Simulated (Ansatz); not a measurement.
Cu₂Te:
```yaml
crystal:
  lattice:
    - [4.24342, 0.00000, 0.00000]
    - [-2.12171, 3.67491, 0.00000]
    - [0.00000, 0.00000, 8.47497]
  atoms:
    - { symbol: Cu, position: [0.66667, 0.33333, 0.14941] }
    - { symbol: Cu, position: [0.33333, 0.66667, 0.85059] }
    - { symbol: Cu, position: [0.33333, 0.66667, 0.14941] }
    - { symbol: Cu, position: [0.66667, 0.33333, 0.85059] }
    - { symbol: Te, position: [0.00000, 0.00000, 0.26548] }
    - { symbol: Te, position: [0.00000, 0.00000, 0.73452] }
```

Relaxed with r²SCAN+D4.

Task: Give the Bader charges and basin volumes of the independent atoms, r²SCAN+D4 (plane waves, PAW; program Ansatz).

Result: 

| atom | Bader charge (e) | Bader volume (Å³) |
|---|---|---|
| Cu1 | +0.13 | 14.2 |
| Te5 | -0.27 | 36.6 |

Space group P6/mmm. The first step of the workflow began from a Materials Project structure, measured or hypothetical; the Crystallography Open Database copy checked does not list it. Its standing as an ambient phase is unchecked. Symmetry was held in the r²SCAN+D4 relaxation; whether a distortion lowers the energy is not shown. No spin polarisation was allowed. Spin–orbit coupling is left out wherever it is not named.

Potentials: the later of the program's two PAW sets.
